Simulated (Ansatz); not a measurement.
Given:

ZrO$_{2}$ (tetragonal-ZrO2 type, space group P4_2/nmc)

```
ZrO2
1.0
    3.62082     0.00000     0.00000
    0.00000     3.62082     0.00000
    0.00000     0.00000     5.28425
Zr O
2 4
Direct
  0.00000   0.00000   0.00000
  0.50000   0.50000   0.50000
  0.00000   0.50000   0.19251
  0.00000   0.50000   0.69251
  0.50000   0.00000   0.30749
  0.50000   0.00000   0.80749
```

This relaxed cell (volume V₀) is scaled evenly in all directions, its shape held. The atoms relax within the cell's symmetry.

Level of theory: PBE (plane waves to 420 eV, PAW, scalar-relativistic; Ansatz, a first-principles code). k mesh 9×9×6 (Γ-centred), Fermi-Dirac smearing 0.05 eV. E stands for the smeared free energy. Stress and pressure are positive under compression. With the shape held, the modulus is that of even scaling; a crystal free to change shape is softer. The PAW data are Ansatz's earlier set. This is a high-temperature form of ZrO2. ZrO2 is run without spin polarisation. ZrO2 was relaxed with its symmetry unable to fall. The zero of ΔE is the relaxed starting cell.

The scan covers V/V₀ from 0.840 to 1.160 in 11 points.

Question: What is the fitted pressure derivative B₀′?

Answer: 4.8.

Question: What bulk modulus at fixed cell shape B₀ follows from a third-order Birch-Murnaghan fit?

Answer: 172 GPa.

(Under strain, the slope of the energy per volume gives the stress and its curvature an elastic modulus.)
